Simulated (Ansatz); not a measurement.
Relaxed-ion elastic tensor of SiGe in space group Pmma (No. 51; Si on 2e, Ge on 2f) in GPa (Voigt order), plane-wave PAW r²SCAN (Ansatz code); density 3.92 g/cm³, 21.36 Å³ per atom.

```
 177  24.7  52.2   0.0   0.0   0.0
24.7   178  53.1   0.0   0.0   0.0
52.2  53.1   147   0.0   0.0   0.0
 0.0   0.0   0.0  75.2   0.0   0.0
 0.0   0.0   0.0   0.0  75.3   0.0
 0.0   0.0   0.0   0.0   0.0  47.8
```

Question: Is the crystal mechanically stable?

Answer: Yes: the smallest eigenvalue of C is 47.8 GPa.

Question: Work out the Voigt, Reuss and Hill averages.

Answer: K_V = 84.6, K_R = 84.6, K_H = 84.6; G_V = 64.4, G_R = 61.2, G_H = 62.8 GPa.

Question: Give Young's modulus, Poisson's ratio, Pugh's ratio and the universal anisotropy index.

Answer: E = 9KG/(3K + G) = 151 GPa; ν = 0.20; K/G = 1.35 (brittle by the Pugh limit of 1.75); A_U = 5G_V/G_R + K_V/K_R − 6 = 0.26.

Question: Estimate the sound speeds and the Debye temperature.

Answer: v_l = √((K + 4G/3)/ρ) = 6560 m/s, v_t = √(G/ρ) = 4010 m/s, mean 4420 m/s; Θ = (h/k)(3n/4πV)^(1/3) v_m = 475 K.

Question: Solve the Christoffel equation for the three sound speeds along x, y, z.

Answer: Eigenvalues of C_ijkl n_j n_l equal ρv². In km/s, slowest first: x 3.49, 4.39, 6.72; y 3.49, 4.38, 6.74; z 4.38, 4.39, 6.13.

Question: How much does each axis shrink under pressure?

Answer: Linear compressibilities β_i = Σ_j S_ij (j = 1 to 3): x 3.9, y 3.9, z 4.0 per TPa.

The start of the workflow was typed in or built on a structure type; neither database checked (COD, Materials Project) lists it. Whether it is the stable phase at ambient conditions was not checked. The cell was relaxed with r²SCAN under the symmetry of its start; whether a distortion lowers the energy is not shown.

Potentials: the later of the program's two PAW sets.
